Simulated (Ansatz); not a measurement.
Ga2O3 (corundum)

```
CELL_PARAMETERS angstrom
      2.49227     1.43891     4.48034
     -2.49227     1.43891     4.48034
      0.00000    -2.87783     4.48034
ATOMIC_POSITIONS crystal
  Ga 0.35541 0.35541 0.35541
  Ga 0.14459 0.14459 0.14459
  Ga 0.64459 0.64459 0.64459
  Ga 0.85541 0.85541 0.85541
  O  0.55361 0.94639 0.25000
  O  0.25000 0.55361 0.94639
  O  0.94639 0.25000 0.55361
  O  0.44639 0.05361 0.75000
  O  0.75000 0.44639 0.05361
  O  0.05361 0.75000 0.44639
```

This relaxed cell (volume V₀) is scaled evenly in all directions, its shape held. The atoms relax within the cell's symmetry.

Method: r2SCAN (plane waves to 500 eV, PAW, scalar-relativistic; Ansatz, a quantum-chemistry and plane-wave program). k mesh 8×8×8 (Γ-centred), Fermi-Dirac smearing 0.05 eV. Energies are smeared free energies. Stress and pressure are positive under compression. Ga2O3 was relaxed with its symmetry unable to fall. The PAW data are Ansatz's earlier set. The zero of ΔE is the relaxed starting cell.

```json
[
 {"V (Å³/cell)": "90.62", "ΔE (meV/atom)": "28.5", "P (GPa)": "…"},
 {"V (Å³/cell)": "92.07", "ΔE (meV/atom)": "15.6", "P (GPa)": "12.0"},
 {"V (Å³/cell)": "93.51", "ΔE (meV/atom)": "6.7", "P (GPa)": "7.7"},
 {"V (Å³/cell)": "94.96", "ΔE (meV/atom)": "…", "P (GPa)": "3.7"},
 {"V (Å³/cell)": "96.40", "ΔE (meV/atom)": "0.0", "P (GPa)": "0.0"},
 {"V (Å³/cell)": "97.85", "ΔE (meV/atom)": "…", "P (GPa)": "-3.4"},
 {"V (Å³/cell)": "99.30", "ΔE (meV/atom)": "…", "P (GPa)": "-6.5"},
 {"V (Å³/cell)": "100.74", "ΔE (meV/atom)": "13.2", "P (GPa)": "-9.4"},
 {"V (Å³/cell)": "102.19", "ΔE (meV/atom)": "22.9", "P (GPa)": "-12.1"}
]
```

Q: What belongs in the gaps?

A: 
- 90.62, P (GPa): 16.7
- 94.96, ΔE (meV/atom): 1.6
- 97.85, ΔE (meV/atom): 1.6
- 99.30, ΔE (meV/atom): 6.0

(Under strain, the slope of the energy per volume gives the stress and its curvature an elastic modulus.)
